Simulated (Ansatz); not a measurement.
A geometry of VBiO4 away from equilibrium: step 40 of the relaxation of a relaxed VBiO4 cell, doubled along one cell vector, shaken by Gaussian noise of σ = 0.08 Å a coordinate. Calculation: r2SCAN (plane waves to 500 eV, PAW, scalar-relativistic; Ansatz, a program for electronic structure). Γ-centred k-mesh 7×7×2 on the run's cell (coarser than for final values), Fermi–Dirac smearing 0.05 eV.

```xyz
12
Lattice="4.2618 0.2451 -0.8768 -1.9186 3.7488 0.7108 -2.7349 0.9811 10.4457" Properties=species:S:1:pos:R:3 pbc="T T T"
V     -0.6941    -1.6511     2.4223
V     -1.3910     1.0122     7.7084
Bi    -0.4682     1.3998    -0.0962
Bi    -0.0493     0.3588     4.6760
O      0.8600     3.7325     2.7087
O     -2.4090     3.3223     8.4174
O      1.6140     2.3067     0.5183
O      1.8199     1.3000     5.4616
O      0.6333     1.1025     2.7768
O     -0.2353     2.2039     7.5573
O     -1.2012     2.2438     4.2026
O     -3.8357     4.5816    10.0992
```
Spin-polarised start, with parallel moments on V.

Q: What forces act on the atoms (eV/Å)?

A: 
| atom | Fx | Fy | Fz |
|---|---|---|---|
| V1 | -0.09 | -0.01 | 0.04 |
| V2 | 0.06 | 0.02 | -0.01 |
| Bi3 | 0.02 | -0.01 | -0.02 |
| Bi4 | 0.00 | -0.02 | -0.01 |
| O5 | 0.03 | -0.04 | -0.02 |
| O6 | -0.04 | 0.04 | 0.00 |
| O7 | -0.01 | 0.00 | 0.03 |
| O8 | 0.01 | 0.00 | 0.03 |
| O9 | 0.06 | 0.05 | -0.03 |
| O10 | -0.05 | -0.05 | 0.02 |
| O11 | -0.02 | 0.02 | 0.00 |
| O12 | 0.01 | 0.01 | -0.02 |

Q: What is the pressure?

A: +5.4 GPa, compression positive.

Q: How far above the relaxed end point is this geometry?

A: 0.12 eV/atom; the path ends in P2₁ (No. 4).

No spin polarisation in the result: the starting moments vanished. No Hubbard U is applied.

The end of the path is a generated cell of VBiO4: the first start was made by placing the elements on the sites of a structure type, and the end was not matched to a known phase here, so it may be hypothetical. Known forms of VBiO4 include space group No. 88.
